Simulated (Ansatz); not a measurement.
One crystal and one scan (frozen-phonon scan) at two levels, PBE (plane waves to 420 eV, PAW, scalar-relativistic; Ansatz, an electronic-structure program) and r2SCAN (plane waves to 500 eV, PAW, scalar-relativistic; Ansatz), each from its own relaxed cell and on its own mesh. The cell shown is that of PBE.

Starting cell, BAs (zinc blende):

```
CELL_PARAMETERS angstrom
      0.00000     4.80934     4.80934
      2.40467     2.40467     4.80934
      2.40467     2.40467     0.00000
ATOMIC_POSITIONS crystal
  As 0.00000 0.75000 0.75000
  As 0.50000 0.75000 0.75000
  B  0.00000 0.00000 0.00000
  B  0.50000 0.00000 0.00000
```

A phonon eigenvector at X = (0.5, 0.5, 0.0) is frozen into this cell: atom i moves by Q times the vector below, so Q is the largest atomic displacement, in Å. The cell is held. It is one choice among 2 degenerate patterns. (q is in reciprocal vectors of the primitive cell; the cell shown is doubled to hold the pattern.)

```
atom       x       y      z
----  ------  ------  -----
As1   -0.105   0.000  0.000
As2    0.105   0.000  0.000
B3     0.000   1.000  0.000
B4     0.000  -1.000  0.000
```

BAs was relaxed with its symmetry unable to fall. Percentages come from the unrounded values. Both scans cover Q from -0.280 to 0.280 Å.

| quantity | PBE | r2SCAN | PBE − r2SCAN |
|---|---|---|---|
| Lattice constant a (Å) | 4.809 | 4.784 | +0.025 (+0.5 %) |
| Energy at Q = 0.280 Å (meV/cell) | 1219 | 1284 | -65 (-5.1 %) |
| Harmonic wavenumber from the curvature (finite differences) (cm⁻¹ (negative: imaginary)) | 610 | 627 | -17 (-2.6 %) |

PBE gives the higher value for: lattice constant a. PBE gives the lower value for: energy at Q = 0.280 Å; harmonic wavenumber from the curvature. Both give the same space group of the distorted cell: C222_1 (No. 20), lowered from F-43m. Neither level is exact: the differences show how much the result hangs on the functional.

ΔE (meV/cell), each from the undisplaced structure of its own level:

```
Q (Å)    PBE  r2SCAN
------  ----  ------
-0.280  1219    1284
-0.233   853     899
-0.187   550     579
-0.140   311     327
-0.093   138     146
-0.047    35      37
0.000      0       0
0.047     35      37
0.093    138     146
0.140    311     327
0.187    550     579
0.233    853     899
0.280   1219    1284
```

(A displaced cell: forces are minus the slopes of the energy, force constants its curvatures, and phonons follow from these.)
